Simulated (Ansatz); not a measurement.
# Al2Cu: field gradients against cell size

Reference cell: a COD entry, whose atoms a relaxation with PBE at fixed cell left in place.

```yaml
crystal:
  lattice:
    - [-3.03350, 3.03350, 2.43850]
    - [3.03350, -3.03350, 2.43850]
    - [3.03350, 3.03350, -2.43850]
  atoms:
    - { symbol: Al, position: [0.65810, 0.15810, 0.81620] }
    - { symbol: Al, position: [0.15810, 0.34190, 0.50000] }
    - { symbol: Al, position: [0.34190, 0.84190, 0.18380] }
    - { symbol: Al, position: [0.84190, 0.65810, 0.50000] }
    - { symbol: Cu, position: [0.25000, 0.25000, 0.00000] }
    - { symbol: Cu, position: [0.75000, 0.75000, 0.00000] }
```

Atom numbers follow the list; atoms alike are taken as one site, whose name carries the number of the first.

Computed with Ansatz: DFT, PBE, plane waves and PAW, scalar-relativistic, 420 eV cutoff, Γ-centred 12×12×12 k-points, Fermi–Dirac smearing 0.05 eV.

The cell is scaled uniformly, and the ions relax again at each size.

V_zz in 10²¹ V/m²:

```json
{"V/V₀": "0.94", "Al V_zz (η)": "-0.81 (0.57)", "Cu V_zz (η)": "-2.98 (0.00)"}
{"V/V₀": "0.96", "Al V_zz (η)": "-0.79 (0.58)", "Cu V_zz (η)": "-2.93 (0.00)"}
{"V/V₀": "1.00", "Al V_zz (η)": "-0.76 (0.61)", "Cu V_zz (η)": "-2.80 (0.00)"}
{"V/V₀": "1.02", "Al V_zz (η)": "-0.75 (0.60)", "Cu V_zz (η)": "-2.73 (0.00)"}
{"V/V₀": "1.06", "Al V_zz (η)": "-0.74 (0.47)", "Cu V_zz (η)": "-2.58 (0.00)"}
```

Task: One more run gives Al -0.73 (0.60), Cu -2.66 (0.00). At which V/V₀ was it made?

Result: V/V₀ = 1.04. Cu changes steadily, and interpolating it between the rows gives 1.039. Logarithmic slopes d ln|V_zz|/d ln V over the series, for the sites that change steadily: Cu -1.2. Point charges on a uniformly scaled lattice would give −1; atoms that shift within the cell as it changes, and charge that moves in the bonds, make the difference.

The run finds no gap above 0.1 eV (a metal, or nearly one), so the gradients can move by 10 % or more with the k-mesh.
